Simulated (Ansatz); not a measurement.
K2Sn2O3:
```cif
data_K4O6Sn4
_chemical_formula_sum 'K4 Sn4 O6'
_space_group_name_H-M_alt 'P 1'
_space_group_IT_number 1
_cell_length_a 7.19814
_cell_length_b 7.19814
_cell_length_c 7.19814
_cell_angle_alpha 109.471
_cell_angle_beta 109.471
_cell_angle_gamma 109.471
loop_
_space_group_symop_operation_xyz
  'x, y, z'
loop_
_atom_site_label
_atom_site_type_symbol
_atom_site_fract_x
_atom_site_fract_y
_atom_site_fract_z
_atom_site_occupancy
K1 K 0.02057 0.50000 0.00000 1
K2 K 0.00000 0.02057 0.50000 1
K3 K 0.47943 0.47943 0.47943 1
K4 K 0.50000 0.00000 0.02057 1
Sn1 Sn 0.00573 0.00573 0.00573 1
Sn2 Sn 0.50000 0.00000 0.49427 1
Sn3 Sn 0.49427 0.50000 0.00000 1
Sn4 Sn 0.00000 0.49427 0.50000 1
O1 O 0.97705 0.25000 0.22705 1
O2 O 0.52295 0.75000 0.27295 1
O3 O 0.22705 0.97705 0.25000 1
O4 O 0.27295 0.52295 0.75000 1
O5 O 0.25000 0.22705 0.97705 1
O6 O 0.75000 0.27295 0.52295 1
```

Relaxed with PBEsol.

Problem. Which orbitals make up the states near the band edges in plane-wave PAW PBEsol (Ansatz code)?

Solution. Top 1 eV of the valence band: Sn 5p 38 %, O 2p 31 %, Sn 5s 27 %. Bottom 1 eV of the conduction band: Sn 5p 63 %, O 2p 11 %, O 2s 8 %, outside the projected shells 12 %. Projections are on Löwdin-orthogonalised atomic valence shells; empty p or d shells of many metals are not among them.

Problem. Tabulate the density of states.

Solution. States/eV per cell of 14 atoms, in 0.25 eV bins, energy from the valence-band maximum.

| E (eV) | total | O 2p | Sn 5p | Sn 5s |
|---|---|---|---|---|
| -7.88 | 1.06 | 0.49 | 0.06 | 0.44 |
| -7.63 | 0.89 | 0.42 | 0.06 | 0.35 |
| -7.38 | 1.57 | 0.77 | 0.12 | 0.59 |
| -7.13 | 3.81 | 1.86 | 0.30 | 1.40 |
| -6.88 | 1.59 | 0.80 | 0.13 | 0.55 |
| -6.63 | 0.74 | 0.36 | 0.09 | 0.25 |
| -6.38 | 1.35 | 0.66 | 0.18 | 0.41 |
| -6.13 | 3.41 | 1.73 | 0.42 | 0.97 |
| -5.88 | 1.54 | 0.74 | 0.20 | 0.42 |
| -5.63 | 0.77 | 0.33 | 0.11 | 0.22 |
| -5.38 | 0.24 | 0.07 | 0.04 | 0.07 |
| -5.13 | 15.97 | 11.67 | 3.89 | 0.02 |
| -4.88 | 0.84 | 0.38 | 0.23 | 0.09 |
| -4.63 | 3.92 | 1.86 | 1.12 | 0.32 |
| -4.38 | 3.27 | 1.82 | 0.88 | 0.14 |
| -4.13 | 7.11 | 4.95 | 1.21 | 0.26 |
| -3.88 | 10.89 | 7.82 | 1.63 | 0.55 |
| -3.63 | 11.45 | 8.41 | 1.54 | 0.68 |
| -3.38 | 10.10 | 8.53 | 0.66 | 0.33 |
| -3.13 | 16.13 | 14.19 | 0.93 | 0.30 |
| -2.88 | 20.14 | 17.92 | 0.96 | 0.48 |
| -2.63 | 15.91 | 14.58 | 0.46 | 0.34 |
| -2.38 | 4.32 | 3.31 | 0.23 | 0.61 |
| -2.13 | 5.37 | 3.21 | 0.83 | 1.05 |
| -1.88 | 7.12 | 3.56 | 1.72 | 1.43 |
| -1.63 | 4.08 | 1.76 | 1.18 | 0.92 |
| -1.38 | 3.86 | 1.47 | 1.27 | 0.93 |
| -1.13 | 1.92 | 0.66 | 0.67 | 0.50 |
| -0.88 | 0.87 | 0.27 | 0.33 | 0.23 |
| -0.63 | 0.48 | 0.14 | 0.18 | 0.13 |
| -0.38 | 0.21 | 0.06 | 0.08 | 0.06 |
| -0.13 | 0.04 | 0.01 | 0.02 | 0.01 |
| 0.12 | 0.00 | 0.00 | 0.00 | 0.00 |
| 0.37 | 0.00 | 0.00 | 0.00 | 0.00 |
| 0.62 | 0.00 | 0.00 | 0.00 | 0.00 |
| 0.87 | 0.00 | 0.00 | 0.00 | 0.00 |
| 1.12 | 0.90 | 0.05 | 0.63 | 0.01 |
| 1.37 | 4.83 | 0.41 | 3.19 | 0.09 |
| 1.62 | 3.92 | 0.46 | 2.45 | 0.09 |
| 1.87 | 6.34 | 0.84 | 3.87 | 0.14 |
| 2.12 | 7.26 | 0.93 | 4.32 | 0.30 |
| 2.37 | 5.02 | 0.71 | 2.91 | 0.26 |
| 2.62 | 4.14 | 0.64 | 2.28 | 0.27 |
| 2.87 | 2.15 | 0.28 | 1.13 | 0.19 |
| 3.12 | 5.34 | 0.58 | 2.72 | 0.39 |
| 3.37 | 3.01 | 0.33 | 1.59 | 0.25 |
| 3.62 | 4.69 | 0.42 | 2.67 | 0.28 |
| 3.87 | 3.47 | 0.39 | 1.71 | 0.26 |
| 4.12 | 7.08 | 0.79 | 3.27 | 0.52 |
| 4.37 | 5.45 | 0.61 | 2.39 | 0.31 |
| 4.62 | 9.82 | 1.08 | 3.23 | 0.57 |
| 4.87 | 5.64 | 0.57 | 1.83 | 0.29 |
| 5.12 | 5.82 | 0.69 | 2.02 | 0.35 |
| 5.37 | 8.35 | 0.69 | 2.00 | 0.29 |
| 5.62 | 11.63 | 0.76 | 2.17 | 0.27 |
| 5.87 | 7.13 | 0.38 | 1.07 | 0.12 |

Space group I2_13. The workflow started from a Materials Project entry (that database holds measured and hypothetical structures alike); the Crystallography Open Database copy checked does not list it. COD files the formula under space group No. 166. Its standing as an ambient phase is unchecked. Symmetry was held in the PBEsol relaxation; whether a distortion lowers the energy is not shown. Scalar-relativistic: spin–orbit coupling is off unless named, which matters more the heavier the elements.

Potentials: the later of the program's two PAW sets.
